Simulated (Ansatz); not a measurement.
AlRu2C:
Space group P6₃/mmc (No. 194); a = b = 2.863 Å, c = 13.331 Å, α = β = 90.00°, γ = 120.00°

```tsv
atom	site	symmetry	x	y	z
Al	2d	-6m2	0.6667	0.3333	0.2500
Ru	4f	3m.	0.3333	0.6667	0.0956
C	2a	-3m.	0.0000	0.0000	0.0000
```

Relaxed at zero pressure with plane-wave PAW PBEsol (Ansatz code).

Problem. The volume is raised by 9 % and shape and atoms relax at that volume. What pressure results, and how do the axes share the change?

Solution. -10.4 GPa; a 6.0 %, b 6.0 %, c -3.1 %; the energy rises by 44 meV/atom.

Problem. Give the new structure.

Solution. 
Space group P6₃/mmc (No. 194); a = 3.0362 Å, b = 3.0362 Å, c = 12.9211 Å, α = 90.00°, β = 90.00°, γ = 120.00°

```tsv
atom	site	symmetry	x	y	z
Al	2d	-6m2	0.6667	0.3333	0.2500
Ru	4f	3m.	0.3333	0.6667	0.0869
C	2a	-3m.	0.0000	0.0000	0.0000
```

The phase is kept; no other phase was compared at this pressure.

Space group P6_3/mmc. The start of the workflow was typed in or built on a structure type; neither database checked (COD, Materials Project) lists it. Its standing as an ambient phase is unchecked. Symmetry was held in the PBEsol relaxation; whether a distortion lowers the energy is not shown. The run is not spin-polarised.

Potentials: the earlier of the program's two PAW sets. The files were generated under PBE; for other functionals the program regenerates the frozen cores, and for LDA and PBEsol the local potential too.
